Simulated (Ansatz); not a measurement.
## EuOs₃ (AuCu3-type structure)

Level of theory: DFT, PBE, scalar-relativistic, collinear spin; plane waves to 420 eV with PAW datasets (Ansatz 0.2.0), 8×8×8 k-mesh, Gaussian smearing of 0.05 eV; PAW files: Ansatz's generated set soft_2.

```xyz
4
Lattice="4.0634 0.0000 0.0000 0.0000 4.0634 0.0000 0.0000 0.0000 4.0634" Properties=species:S:1:pos:R:3 pbc="T T T"
Eu    0.0000    0.0000    0.0000
Os    0.0000    2.0317    2.0317
Os    2.0317    2.0317    0.0000
Os    2.0317    0.0000    2.0317
```

The start was a prototype's sites filled with these elements, not a measured cell.

Magnetic state: ferromagnetic, site spin moments Eu 6.12; Os -0.28 μB.

The cell above was scaled in volume, its shape and atoms being fixed by the lattice's symmetry. Energies are counted from the cell above.

Cell and atoms are those of this level's equilibrium.

| V (Å³/atom) | ΔE (meV/atom) | P (GPa) | largest moment (μB) |
| --- | --- | --- | --- |
| 15.85 | 36.9 | 13.6 | 6.06 |
| 16.10 | 18.9 | 9.4 | 6.07 |
| 16.44 | 4.5 | 4.4 | 6.10 |
| 16.77 | 0.0 | 0.0 | 6.12 |
| 17.11 | 4.3 | -4.0 | 6.14 |
| 17.44 | 16.4 | -7.5 | 6.16 |
| 17.95 | ? | ? | ? |
| 18.45 | 91.4 | -15.8 | 6.21 |

Task: Fill in the withheld row.

Result: ΔE (meV/atom): 47.3, P (GPa): -12.0, largest moment (μB): 6.18.

Task: What do the points give for the equilibrium volume, the bulk modulus and its pressure derivative (third-order Birch–Murnaghan)?

Result: V0 = 16.77 Å³/atom, B0 = 210 GPa, B0′ = 4.9.

B0·V0 = 209.8 GPa × 16.77 Å³ = 21.97 eV/atom sets the scale: near the minimum ΔE ≈ ½ B0 V0 x², with x = V/V0 − 1, and a pressure of 2.1 GPa squeezes the volume by about 1 %. At the ends of the curve: x = −5.5 % predicts 33.1 meV/atom and the run gives 36.9; x = +10.0 % predicts 110.1 meV/atom and the run gives 91.4. Compression costs more and expansion less than the parabola says, since the crystal stiffens as it shrinks; B0′ measures that.

The largest site moment grows with the volume while the cell's goes from 5.37 to 5.29 μB.

Without a U the 4f levels of Eu lie too near the Fermi level, so their share of the states there, and what hangs on it, is overstated. These numbers lack spin–orbit coupling. The run wasn't fully tested for a lower electronic state. Site moments are of spin, integrated over atomic spheres. The moments were started parallel, and the real magnetic order may be another. The run is a metal.
